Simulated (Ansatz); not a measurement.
A structure of PbS relaxed with PBEsol (plane waves to 420 eV, PAW, scalar-relativistic; Ansatz, an electronic-structure program); single points at other levels follow on the same geometry (Ansatz, PAW; PBEsol+SOC at 420 eV on a 14×14×14 k-mesh; spin-orbit coupling only where +SOC is written). Space group Fm-3m (No. 225).

```xyz
2
Lattice="0.0000 2.9516 2.9516 2.9516 0.0000 2.9516 2.9516 2.9516 0.0000" Properties=species:S:1:pos:R:3 pbc="T T T"
Pb     0.0000     0.0000     0.0000
S      2.9516     2.9516     2.9516
```

```json
[
 {"level": "PBEsol", "gap (eV)": "0.20", "kind": "direct", "conduction minimum": "L"},
 {"level": "PBEsol+SOC", "gap (eV)": "(withheld)", "kind": "(withheld)", "conduction minimum": "(withheld)"}
]
```

### Question
Fill in the missing entries.

### Answer

- PBEsol+SOC, gap (eV): 0.23
- PBEsol+SOC, kind: direct
- PBEsol+SOC, conduction minimum: L

The shift from spin-orbit coupling is approximate. No spin polarisation in the result.

It was reached from a disturbed copy of a I4₁/amd (No. 141) cell (AFLOW prototype AB_tI8_141_a_b ("40", as in NbP)), against which it lies -0.32 eV/atom.
